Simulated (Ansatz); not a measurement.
NaH4IO2:
```xyz
16
Lattice="5.8798 0.0000 0.0000 1.0498 3.1051 6.3099 -2.9325 -6.4668 0.0000" Properties=species:S:1:pos:R:3 pbc="T T T"
Na     2.0080    -3.9440     3.2660
Na     1.9891     0.5824     3.0439
H      2.8986     1.9432     5.3844
H      1.0985    -5.3048     0.9255
H     -0.5694    -3.3873     4.5197
H      4.5664     0.0256     1.7902
H      0.4568     0.9749     5.3891
H      3.5403    -4.3366     0.9208
H      5.3947     0.0387     4.6042
H     -1.3976    -3.4003     1.7057
I      3.4342    -1.6162     4.9106
I      0.5629    -1.7454     1.3993
O      0.0063    -4.1730     4.4794
O      3.9908     0.8113     1.8305
O      0.1169     0.7963     4.4945
O      3.8802    -4.1579     1.8154
```

Relaxed with r²SCAN+D4. Special points in fractions of this cell's reciprocal vectors: Γ (0.000, 0.000, 0.000); X (0.500, 0.000, 0.000); Y (0.000, 0.500, 0.000); Z (0.000, 0.000, 0.500); R2 (-0.500, -0.500, 0.500); T2 (0.000, -0.500, 0.500); U2 (-0.500, 0.000, 0.500); V2 (0.500, -0.500, 0.000).

**Question.** List the band energies nearest the valence-band maximum at these points for plane-wave PAW r²SCAN+D4 (Ansatz code).

**Answer.** In eV from the valence-band maximum; about four levels below and three above (degenerate sets whole), none deeper than 8.9 eV; points with the same levels are listed once.

```tsv
k	below	above
Γ	-0.54 -0.44 -0.20 -0.01	4.37 6.23 7.15
X	-0.67 -0.66 -0.58 -0.26 -0.22	5.93 6.13 6.62
Y	-0.67 -0.48 -0.31 -0.15	5.50 6.30 6.68
Z	-0.69 -0.42 -0.33 -0.01	5.72 6.08 6.84
R2	-0.63 -0.34 -0.28 -0.03	6.03 6.26 6.55
T2	-0.63 -0.37 -0.32 -0.10	5.72 6.26 6.67
U2	-0.68 -0.40 -0.29 -0.16	6.36 6.38 6.81
V2	-0.62 -0.48 -0.19 -0.01	6.13 6.22 7.66
```

Space group P-1. The workflow started from a Materials Project entry (that database holds measured and hypothetical structures alike); the Crystallography Open Database files this formula in space group No. 2, but the cells were not matched. Whether it is the stable phase at ambient conditions was not checked. The r²SCAN+D4 relaxation kept the symmetry of its start; its stability against distortions is not shown here. Scalar-relativistic: spin–orbit coupling is off unless named, which matters more the heavier the elements.

Potentials: the later of the program's two PAW sets.
